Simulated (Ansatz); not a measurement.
ZnGaNO in space group P3m1 (No. 156; Ga on 1b, N on 1b, Zn on 1c, O on 1c) at seven volumes, r²SCAN in the plane-wave PAW code Ansatz, shape and atoms relaxed at each. One row is withheld.

```
V (Å³/atom)  P (GPa)
-----------  -------
10.917         16.45
11.277          9.96
11.637          4.51
11.996          0.00
12.356         -3.63
12.716             ?
13.076         -7.54
```

### Question
Fit the shown pressures and predict the withheld one.

### Answer
P = (3/2)B₀(x^(7/2) − x^(5/2))[1 + (3/4)(B′ − 4)(x − 1)] with x = (V₀/V)^(2/3). Least squares on the six rows gives V₀ = 12.001 Å³/atom, B₀ = 125 GPa, B′ = 7.41. At V = 12.716, x = 0.9622 and P = -5.82 GPa. The run itself gave -6.30 GPa.

The start of the workflow was typed in or built on a structure type; the Crystallography Open Database copy checked does not list it. Whether it is the stable phase at ambient conditions was not checked. Symmetry was held in the r²SCAN relaxation; its stability against distortions is not shown here.

Potentials: the earlier of the program's two PAW sets.
